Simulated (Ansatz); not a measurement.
## One input, then a changed one: YTi2 (C15 type)

First run: DFT, PBEsol, all-electron LAPW, scalar-relativistic (Ansatz 0.2.0).

Command: `ansatz run input.yaml --threads 2 --pin off --max-ram 5120MiB --backend cpu --events-out ev --progress --plain --runs-dir out` It took 63 s on 2 threads of Arm Neoverse V1, on a shared host, peak memory 0.52 GiB.

```yaml
crystal:
  lattice:
    - [0.0, 4.0142074251, 4.0142074251]
    - [4.0142074251, 0.0, 4.0142074251]
    - [4.0142074251, 4.0142074251, 0.0]
  atoms:
    - { symbol: "Y", position: [0.125, 0.125, 0.125] }
    - { symbol: "Y", position: [-0.125, -0.125, -0.125] }
    - { symbol: Ti, position: [0.5, 0.5, 0.5] }
    - { symbol: Ti, position: [0.5, 0.5, 0.0] }
    - { symbol: Ti, position: [0.5, 0.0, 0.5] }
    - { symbol: Ti, position: [0.0, 0.5, 0.5] }
kpoints:
  mp_grid: { grid: [7, 7, 7] }
  band_path:
    path:
      - [0.0, 0.0, 0.0]
      - [0.5, 0.0, 0.5]
      - [0.625, 0.25, 0.625]
      - [0.375, 0.375, 0.75]
      - [0.0, 0.0, 0.0]
      - [0.5, 0.5, 0.5]
      - [0.5, 0.25, 0.75]
      - [0.5, 0.0, 0.5]
    npoints: 14
scf:
  occupations: { method: fermi_dirac, width: 0.05 }
hamiltonian:
  xc: pbesol
  pseudopotentials: { kind: all_electron, lapw: { basis_error: 0.001 } }
output:
  forces: true
  stress: true
  eigenvalues: true
  populations: true
  dos: { projected: true, de: 0.2, e_range: [-14, 8] }
```

The cell comes from a relaxation on PAW files under the same functional, begun from a prototype that needn't be the stable phase.

It converges in 11 SCF iterations at a pressure of -0.02 GPa.

The input is then changed:

```diff
 kpoints:
-  mp_grid: { grid: [7, 7, 7] }
+  mp_grid: { grid: [7, 7, 7], shift: [0.5, 0.5, 0.5] }
   band_path:
 scf:
-  occupations: { method: fermi_dirac, width: 0.05 }
+  occupations: { method: gaussian, width: 0.001 }
 hamiltonian:
   populations: true
-  dos: { projected: true, de: 0.2, e_range: [-14, 8] }
```

Task: What does the second run give?

Result: It converges in 15 SCF iterations at a pressure of -0.30 GPa, largest force 0.021 eV/Å, free energy +20.0 meV/atom against the first run's. More than one line changes, and not each need have an effect.
